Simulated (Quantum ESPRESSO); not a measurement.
AlHf4Ag2Sc, input and log of a self-consistent run

A calculation, not a measurement. The program is pw.x of Quantum ESPRESSO 7.5 (plane-wave density functional theory). The cell is made up: eight metal atoms on a face-centred cubic lattice, with elements, volume, strain and displacements drawn at random and not relaxed, so it may be unstable or far from any real phase. PseudoDojo standard norm-conserving files set the functional (PBE unless stated); there is no spin polarisation or spin-orbit coupling, the Fermi-Dirac width of 0.25 eV means electrons at about 2900 K, and the masses in the input are unused placeholders. Heavy elements are run without spin-orbit coupling, which real alloys of them have. A spin test at this wide smearing found no moment, but such smearing suppresses magnetism that the real alloy may have.

Input:

```
&control calculation='scf', pseudo_dir='./dojo.nc.sr.pbe.v0_5.standard.upf', outdir='./o', disk_io='medium', tprnfor=.true., tstress=.true. /
&system ibrav=0, nat=8, ntyp=4, nbnd=64, ecutwfc=82.02448710, nosym=.true., tot_charge=0,
 occupations='smearing', smearing='fd', degauss=0.0183746611
/
&electrons conv_thr=1.470e-08, electron_maxstep=70, mixing_beta=0.5 /
ATOMIC_SPECIES
Ag 1.0 Ag.upf
Al 1.0 Al.upf
Hf 1.0 Hf.upf
Sc 1.0 Sc.upf
CELL_PARAMETERS angstrom
0.0 0.0 -4.402
4.402 0.0 0.0
0.0 -8.8039 0.0
ATOMIC_POSITIONS angstrom
Al 0.0537 -0.024 -0.0755
Hf 0.0088 -4.3537 0.0629
Ag 2.1631 -2.272 0.0387
Hf 2.1748 -6.5671 -0.0017
Hf 0.0382 -2.2213 -2.1946
Ag -0.015 -6.5285 -2.1708
Sc 2.1821 0.0797 -2.111
Hf 2.171 -4.3632 -2.2857
K_POINTS automatic
5 5 3 1 1 1
```

The log is shortened where brackets say so; the opening notice, blank lines, dates and the lines on written files are dropped, and the path of the files is cut. It prints rydbergs, bohrs and kilobars, and counts compression as positive stress. Its total energy is the free energy E - TS of the whole cell.

```
     Program PWSCF v.7.5
     Parallel version (MPI & OpenMP), running on       1 processor cores
     Number of MPI processes:                 1
     Threads/MPI process:                     1
     [start-up lines left out]
     bravais-lattice index     =            0
     lattice parameter (alat)  =       8.3186  a.u.
     unit-cell volume          =    1151.2557 (a.u.)^3
     number of atoms/cell      =            8
     number of atomic types    =            4
     number of electrons       =       100.00
     number of Kohn-Sham states=           64
     kinetic-energy cutoff     =      82.0245  Ry
     charge density cutoff     =     328.0979  Ry
     scf convergence threshold =      1.5E-08
     mixing beta               =       0.5000
     number of iterations used =            8  plain     mixing
     Exchange-correlation= PBE
                           (   1   4   3   4   0   0   0)
     [axes and pseudopotential details left out]
   Cartesian axes
     site n.     atom                  positions (alat units)
         1        Al     tau(   1) = (   0.0121990  -0.0054521  -0.0171513  )
         2        Hf     tau(   2) = (   0.0019991  -0.9890277   0.0142890  )
         3        Ag     tau(   3) = (   0.4913903  -0.5161290   0.0087915  )
         4        Hf     tau(   4) = (   0.4940482  -1.4918446  -0.0003862  )
         5        Hf     tau(   5) = (   0.0086779  -0.5046115  -0.4985461  )
         6        Ag     tau(   6) = (  -0.0034075  -1.4830759  -0.4931395  )
         7        Sc     tau(   7) = (   0.4957065   0.0181054  -0.4795547  )
         8        Hf     tau(   8) = (   0.4931849  -0.9911858  -0.5192413  )
     number of k points=    38  Fermi-Dirac smearing, width (Ry)=  0.0184
                       cart. coord. in units 2pi/alat
        k(    1) = (   0.1000000  -0.0833343  -0.1000000), wk =   0.0533333
        k(    2) = (   0.1000000   0.2500028  -0.1000000), wk =   0.0533333
     [further k points left out]
     Dense  grid:   115371 G-vectors     FFT dimensions: (  48,  48,  96)
     Estimated max dynamical RAM per process >     203.22 MB
     Initial potential from superposition of free atoms
     starting charge      99.9866, renormalised to     100.0000
     Starting wfcs are   74 randomized atomic wfcs
     total cpu time spent up to now is       25.3 secs
     per-process dynamical memory:   114.2 Mb
     Self-consistent Calculation
     iteration #  1     ecut=    82.02 Ry     beta= 0.50
     Davidson diagonalization with overlap
     ethr =  1.00E-02,  avg # of iterations =  2.6
     total cpu time spent up to now is       83.4 secs
     total energy              =   -1172.17958940 Ry
     estimated scf accuracy    <       1.27392839 Ry
     iteration #  2     ecut=    82.02 Ry     beta= 0.50
     Davidson diagonalization with overlap
     ethr =  1.27E-03,  avg # of iterations =  5.6
     total cpu time spent up to now is      176.6 secs
     total energy              =   -1171.93169509 Ry
     estimated scf accuracy    <       7.05417012 Ry
     iteration #  3     ecut=    82.02 Ry     beta= 0.50
     Davidson diagonalization with overlap
     ethr =  1.27E-03,  avg # of iterations =  6.8
     total cpu time spent up to now is      273.8 secs
     total energy              =   -1172.53082440 Ry
     estimated scf accuracy    <       5.86612504 Ry
     iteration #  4     ecut=    82.02 Ry     beta= 0.50
     Davidson diagonalization with overlap
     ethr =  1.27E-03,  avg # of iterations =  2.1
     total cpu time spent up to now is      331.2 secs
     total energy              =   -1172.84524201 Ry
     estimated scf accuracy    <       0.14240035 Ry
     iteration #  5     ecut=    82.02 Ry     beta= 0.50
     Davidson diagonalization with overlap
     ethr =  1.42E-04,  avg # of iterations =  8.8
     total cpu time spent up to now is      410.3 secs
     total energy              =   -1172.84811814 Ry
     estimated scf accuracy    <       0.03359233 Ry
     [iterations 6 to 10 left out]
     iteration # 11     ecut=    82.02 Ry     beta= 0.50
     Davidson diagonalization with overlap
     ethr =  5.43E-08,  avg # of iterations =  2.1
     total cpu time spent up to now is      836.1 secs
     total energy              =   -1172.85657654 Ry
     estimated scf accuracy    <       0.00000619 Ry
     iteration # 12     ecut=    82.02 Ry     beta= 0.50
     Davidson diagonalization with overlap
     ethr =  6.19E-09,  avg # of iterations =  4.4
     total cpu time spent up to now is      906.7 secs
     total energy              =   -1172.85657720 Ry
     estimated scf accuracy    <       0.00000050 Ry
     iteration # 13     ecut=    82.02 Ry     beta= 0.50
     Davidson diagonalization with overlap
     ethr =  4.99E-10,  avg # of iterations =  5.1
     total cpu time spent up to now is      981.8 secs
     total energy              =   -1172.85657723 Ry
     estimated scf accuracy    <       0.00000143 Ry
     iteration # 14     ecut=    82.02 Ry     beta= 0.50
     Davidson diagonalization with overlap
     ethr =  4.99E-10,  avg # of iterations =  2.2
     total cpu time spent up to now is     1046.6 secs
     total energy              =   -1172.85657736 Ry
     estimated scf accuracy    <       0.00000033 Ry
     iteration # 15     ecut=    82.02 Ry     beta= 0.50
     Davidson diagonalization with overlap
     ethr =  3.28E-10,  avg # of iterations =  1.0
     total cpu time spent up to now is     1105.0 secs
     End of self-consistent calculation
     [lines on levels left out]
!    total energy              =   -1172.85657738 Ry
     estimated scf accuracy    <          6.8E-09 Ry
     smearing contrib. (-TS)   =      -0.12960066 Ry
     internal energy E=F+TS    =   -1172.72697672 Ry
     The total energy is F=E-TS. E is the sum of the following terms:
     one-electron contribution =    -519.97903806 Ry
     hartree contribution      =     293.85789832 Ry
     xc contribution           =    -224.75609940 Ry
     ewald contribution        =    -721.84973758 Ry
     convergence has been achieved in  15 iterations
     Forces acting on atoms (cartesian axes, Ry/au):
     atom    1 type  2   force =    -0.00828239    0.00429220    0.01666730
     atom    2 type  3   force =    -0.01078371   -0.01249700   -0.03207261
     atom    3 type  1   force =     0.00817831    0.02955530   -0.00820658
     atom    4 type  3   force =     0.00479583   -0.00367371    0.00281420
     atom    5 type  3   force =    -0.01376616    0.02528597    0.00135839
     atom    6 type  1   force =    -0.00163426   -0.01641281   -0.00082093
     atom    7 type  4   force =     0.00825368   -0.01494796   -0.01914396
     atom    8 type  3   force =     0.01323870   -0.01160199    0.03940419
     Total force =     0.079638     Total SCF correction =     0.000236
     Computing stress (Cartesian axis) and pressure
          total   stress  (Ry/bohr**3)                   (kbar)     P=      -18.17
  -0.00021413   0.00000735  -0.00000307          -31.50        1.08       -0.45
   0.00000735   0.00002963   0.00001098            1.08        4.36        1.62
  -0.00000307   0.00001098  -0.00018602           -0.45        1.62      -27.36
     init_run     :     23.50s CPU     25.19s WALL (       1 calls)
     electrons    :   1029.83s CPU   1079.69s WALL (       1 calls)
     forces       :      9.28s CPU      9.37s WALL (       1 calls)
     stress       :     36.65s CPU     37.90s WALL (       1 calls)
     [timing details left out]
     PWSCF        :  18m19.57s CPU  19m12.76s WALL
     JOB DONE.
```

In other units: free energy -15957.527 eV for the cell, pressure -1.82 GPa, largest force component 1.013 eV/Å in size. The run took 1154 s of wall time with one process on a shared machine (AMD EPYC, Zen 5, virtual cores), so the time is rough. A rerun of this cell at a higher cutoff and on a denser mesh moved values by no more than 0.007 eV in energy, 0.07 GPa in stress and 0.004 eV/Å in force, and a second program with other atomic files agreed on that cell to 2 % rms in force and 0.5 GPa in pressure.